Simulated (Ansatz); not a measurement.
Input and command of a plane-wave DFT calculation in Ansatz:

```yaml
crystal:
  lattice:
    - [5.265, 0.0, 0.0]
    - [0.0, 5.265, 0.0]
    - [0.0, 0.0, 5.265]
  atoms:
    - { symbol: Ta, position: [0.25, 0.0, 0.5] }
    - { symbol: Ta, position: [0.5, 0.75, 0.0] }
    - { symbol: Ta, position: [0.75, 0.0, 0.5] }
    - { symbol: Ta, position: [0.5, 0.25, 0.0] }
    - { symbol: Ta, position: [0.0, 0.5, 0.75] }
    - { symbol: Ta, position: [0.0, 0.5, 0.25] }
    - { symbol: Sb, position: [0.0, 0.0, 0.0] }
    - { symbol: Sb, position: [0.5, 0.5, 0.5] }
basis:
  ecutwfc: 500
kpoints:
  mp_grid: { grid: [4, 4, 4] }
hamiltonian:
  xc: r2scan
scf:
  occupations: { method: gaussian, width: 0.1 }
output:
  forces: true
  stress: true
  eigenvalues: true
```

```bash
ansatz run input.yaml --threads 2 --pin off --max-ram 5120MiB --backend cpu --events-out ev --progress --plain --runs-dir out
```

Processor: Oxide Virtual Turin-like Processor (Zen 5), 2 threads, on a host shared with other jobs.

Task: How long does it run, and how much memory does it take?

Result: About 5.9 s on 2 threads of Oxide Virtual Turin-like Processor (Zen 5), with other jobs on the host, peak memory 0.77 GiB. It solves 65 bands at 10 k points (the mesh reduced by symmetry) with about 3743 plane waves, in 6 SCF iterations.
